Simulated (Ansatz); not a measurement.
Zincblende InP, relaxed with r2SCAN, was run in the plane-wave code Ansatz under altered settings. All numbers are computed, without spin polarisation but where a row says otherwise.

```xyz
2
Lattice="0.0000 2.9538 2.9538 2.9538 0.0000 2.9538 2.9538 2.9538 0.0000" Properties=species:S:1:pos:R:3 pbc="T T T"
In    0.0000    0.0000    0.0000
P     1.4769    1.4769    1.4769
```

The base run's other keys:
```yaml
kpoints:
  mp_grid: { grid: [4, 4, 4] }
hamiltonian:
  xc: hse06
scf:
  occupations: { method: fixed }
  n_extra_bands: 4
```

It takes 12 iterations with 965 plane waves at 420 eV and 8 k points, and leaves a mean stress of -0.03 GPa. The gap over this mesh is 1.392 eV. It ran on 4 threads of Arm Neoverse N1, on a shared host.

Outcomes, with energy and stress as changes against the base:
```
                                      setting    outcome  ΔF (meV/atom)  Δ mean stress (GPa)  gap on the mesh (eV)  iterations  wall time
hamiltonian.xc: r2scan50 (cutoff then 500 eV)  converged              –                 -2.2                 3.643          14       12 s
       PBE hybrid, exx coeff 0.35, unscreened  converged              –                 -1.0                 2.682          13      8.6 s
 PBE hybrid, exx coeff 0.15, omega 0.2078 1/Å  converged              –                 +0.7                 1.051           9      8.2 s
        PBE hybrid, exx coeff 0.1, unscreened  converged              –                 +1.0                 1.146           8      7.4 s
     PBE hybrid, exx coeff 1.5, omega 0.5 1/Å    refused              –                    –                     –           –     0.03 s
                           basis.ecutwfc: 750  converged           -1.3                  0.0                 1.392          12       19 s
```
A dash marks a value that wasn't obtained or can't be compared. Stress is positive in compression. The base took 8.6 s.

- hamiltonian.xc: r2scan50. The cutoff follows the functional, from 420 to 500 eV. The mean stress moves by -2.2 GPa and the gap on the mesh by +2.251 eV (to 3.643). It's another functional on the same cell, so totals aren't comparable.
- PBE hybrid, exx coeff 0.35, unscreened. That is 35 % exact exchange, at all ranges, against HSE06's 25 % screened at 0.208 1/Å. The mean stress moves by -1.0 GPa and the gap on the mesh by +1.290 eV (to 2.682). Totals of different functionals aren't comparable.
- PBE hybrid, exx coeff 0.15, omega 0.2078 1/Å. That is 15 % exact exchange, screened with ω = 0.2078 1/Å, against HSE06's 25 % screened at 0.208 1/Å. The mean stress moves by +0.7 GPa and the gap on the mesh by -0.341 eV (to 1.051). Totals of different functionals aren't comparable.
- PBE hybrid, exx coeff 0.1, unscreened. That is 10 % exact exchange, at all ranges, against HSE06's 25 % screened at 0.208 1/Å. The mean stress moves by +1.0 GPa and the gap on the mesh by -0.246 eV (to 1.146). Totals of different functionals aren't comparable.
- PBE hybrid, exx coeff 1.5, omega 0.5 1/Å. It is rejected at once. Error: invalid value for `hamiltonian.xc.exx.coeff`: must be finite and in (0, 1]; got 1.5

No spin-orbit coupling is included; it can move band edges with weight on the heavy atoms by tenths of an eV.

The program warns that its thresholds are loose for a hybrid's stress.

The meshes of the hybrids are coarse, so their gaps aren't converged to the digits shown.
